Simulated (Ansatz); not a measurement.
# Property card for LaB

LaB:
```yaml
crystal:
  lattice:
    - [0.00000, 2.78739, 2.78739]
    - [2.78739, 0.00000, 2.78739]
    - [2.78739, 2.78739, 0.00000]
  atoms:
    - { symbol: La, position: [0.00000, 0.00000, 0.00000] }
    - { symbol: B, position: [0.50000, 0.50000, 0.50000] }
```

Space group Fm-3m (No. 225), rock salt; conventional cell a = b = c = 5.575 Å, α = β = γ = 90.00°.

Method: PBEsol in the plane-wave PAW code Ansatz. Geometry: relaxed at this level of theory. Other levels are named where they apply.

Cell and energy:

- Volume per atom = 21.66 Å³
- Density = 5.74 g/cm³
- Formation energy from the elements (no fitted shifts) = 0.62 eV/atom

Electronic structure:

Electronic character: metallic (no gap)
Density of states at the Fermi level: 3.1 states/eV per atom (mean over ±0.08 eV)
Gap with spin–orbit coupling: none (metallic)

Mechanics:

Elastic constants (relaxed ions, GPa): C11 = 14.2, C12 = 83.3, C44 = 4.8
Mechanical stability: unstable (C has a negative eigenvalue)

Phonons:

Highest zone-centre frequency: 131 cm⁻¹
Zone-centre stability: no imaginary mode at Γ

The start of the workflow was typed in or built on a structure type; neither database checked (COD, Materials Project) lists it. Its standing as an ambient phase is unchecked. Symmetry was held in the PBEsol relaxation. Its formation energy is positive at this level, so the cell may be metastable or incomplete. As this level gives no gap, shear constants depend on the k-mesh and smearing (Fermi–Dirac, 0.1 eV here). As this level gives no gap, phonon frequencies hold no LO–TO term and depend on the k-mesh and smearing (Fermi–Dirac, 0.1 eV here). On the denser mesh and wider smearing of the elastic run this cell carries a stress of 0.5 GPa. The references are the lowest solids computed at this level, not always the standard phases. Scalar-relativistic: spin–orbit coupling is off unless named, which matters more the heavier the elements.

Potentials: the earlier of the program's two PAW sets. The files were generated under PBE; for other functionals the program regenerates the frozen cores, and for LDA and PBEsol the local potential too.
